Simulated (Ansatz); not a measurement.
YF3:
```yaml
crystal:
  lattice:
    - [6.33078, 0.00000, 0.00000]
    - [0.00000, 6.83938, 0.00000]
    - [0.00000, 0.00000, 4.36919]
  atoms:
    - { symbol: Y, position: [0.63089, 0.75000, 0.93866] }
    - { symbol: Y, position: [0.36911, 0.25000, 0.06134] }
    - { symbol: Y, position: [0.86911, 0.25000, 0.43866] }
    - { symbol: Y, position: [0.13089, 0.75000, 0.56134] }
    - { symbol: F, position: [0.16506, 0.43685, 0.37799] }
    - { symbol: F, position: [0.83494, 0.56315, 0.62201] }
    - { symbol: F, position: [0.33494, 0.56315, 0.87799] }
    - { symbol: F, position: [0.66506, 0.43685, 0.12201] }
    - { symbol: F, position: [0.66506, 0.06315, 0.12201] }
    - { symbol: F, position: [0.33494, 0.93685, 0.87799] }
    - { symbol: F, position: [0.83494, 0.93685, 0.62201] }
    - { symbol: F, position: [0.16506, 0.06315, 0.37799] }
    - { symbol: F, position: [0.52313, 0.25000, 0.58948] }
    - { symbol: F, position: [0.47687, 0.75000, 0.41052] }
    - { symbol: F, position: [0.97687, 0.75000, 0.08948] }
    - { symbol: F, position: [0.02313, 0.25000, 0.91052] }
```

x, y and z are the axes in which the lattice vectors are written.

Task: Give the high-frequency dielectric tensor and the Born effective charge tensors of the independent atoms from DFPT, the program Ansatz at the PBEsol level (PAW).

Result: 
ε∞:
```
2.82  0.00  0.00
0.00  2.74  0.00
0.00  0.00  2.68
```
Z* of atom 1 (Y), rows: field, columns: displacement, in e:
```
 3.98   0.00  -0.27
 0.00   3.85   0.00
-0.13   0.00   3.64
```
Z* of atom 5 (F), rows: field, columns: displacement, in e:
```
-1.27  -0.02   0.25
-0.02  -1.56  -0.33
 0.28  -0.33  -1.01
```
Z* of atom 13 (F), rows: field, columns: displacement, in e:
```
-1.45   0.00   0.26
 0.00  -0.73   0.00
 0.28   0.00  -1.62
```

Space group Pnma. The workflow started from a Materials Project entry (that database holds measured and hypothetical structures alike); the Crystallography Open Database files this formula in space group No. 62, but the cells were not matched. Its standing as an ambient phase is unchecked. The PBEsol relaxation kept the symmetry of its start; whether a distortion lowers the energy is not shown. No spin polarisation was allowed. Scalar-relativistic: spin–orbit coupling is off unless named, which matters more the heavier the elements.

Potentials: the later of the program's two PAW sets.
